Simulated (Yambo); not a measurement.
GaAl3N4 (space group P-43m, No. 215); a = b = c = 4.401 Å, α = β = γ = 90.00°. With the G0W0 scissor the direct gap on the mesh is 4.70 eV.

### Question
Can the lowest exciton of this BSE run be trusted, and with what binding energy? (Yambo, LDA bands; 8×8×8 mesh, 6 valence and 4 conduction bands, static screening with 51 bands and a 3 Ry block, scissor 1.31 eV, Tamm-Dancoff.)

### Answer
No. The lowest state covers only about 1 of the 512 k points, so the mesh doesn't resolve it: its energy and its distance from the direct gap are mesh artefacts. An extended exciton needs a far denser mesh. The scissor comes from a G0W0 run whose convergence isn't established. Spin-orbit splittings are left out.

The standard potential for Ga keeps a d shell in the valence without the s and p states of that shell. In tests on such compounds this moved G0W0 gaps by up to about 0.9 eV, so absolute quasiparticle energies here are unreliable; differences between settings are what counts.

Geometry of the Materials Project entry, not relaxed at this level.

The structure is a Materials Project entry; no match was found in the copy of COD used, and its stability was not checked.
